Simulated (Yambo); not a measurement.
```xyz
5
Lattice="4.5210 0.0000 0.0000 0.0000 4.5210 0.0000 0.0000 0.0000 4.5210" Properties=species:S:1:pos:R:3 pbc="T T T"
H      2.2605     0.0000     2.2605
H      0.0000     2.2605     2.2605
H      2.2605     2.2605     0.0000
Ca     2.2605     2.2605     2.2605
Rb     0.0000     0.0000     0.0000
```

Response from Yambo on PBEsol (Quantum ESPRESSO, PseudoDojo norm-conserving, 72 Ry, with spin-orbit coupling) bands: 4×4×4 mesh, 130 bands, 3 Ry local-field block, 0.2 eV broadening.

Question: Give the static electronic dielectric constant without and with local fields.

Answer: 
| field along | ε(0), independent particles | ε(0), RPA with local fields | refractive index √ε |
|---|---|---|---|
| x | 3.42 | 3.04 | 1.74 |
Electronic (clamped-ion) response only. PBEsol gaps are usually too small, which raises these values. Convergence of the RPA response with its 4×4×4 mesh was not tested.

Geometry of the Materials Project entry, not relaxed at this level.
